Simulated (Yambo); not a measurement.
G0W0@PBEsol for HgO (space group P3_221, No. 154) in Yambo. Reference settings: 3×3×1 Γ-centred k mesh, bands 13 to 174 and a 7 Ry block in the screening, 174 bands in G with the Bruneval-Gonze terminator, plasmon pole fitted at 27.2 eV. The PBEsol gap Γ → Γ on this mesh is 1.49 eV; G0W0 gaps are taken between the same points.

With and without the terminator, as bands are cut:

| bands in G (in W) | gap, terminator (eV) | gap, none (eV) | valence shift, terminator (eV) | valence shift, none (eV) |
|---|---|---|---|---|
| 79 (174) | 2.565 | 2.647 | -0.286 | 0.317 |
| 119 (174) | 2.555 | 2.607 | -0.302 | 0.075 |
| 174 (174) | 2.558 | 2.599 | -0.312 | -0.094 |

Over this range the gap spans 0.010 eV with the terminator and 0.048 eV without, the valence shift 0.026 eV and 0.411 eV. Neither column has reached its limit for certain.

Spin-orbit coupling is not included.

Geometry relaxed with PBE+D3(BJ); primitive cell a = 3.654 Å, b = 3.654 Å, c = 8.835 Å, α = 90.00°, β = 90.00°, γ = 120.00°.

The structure is a Materials Project entry; no match was found in the copy of COD used, and its stability was not checked.

A shift is the quasiparticle energy of the state minus its PBEsol energy.
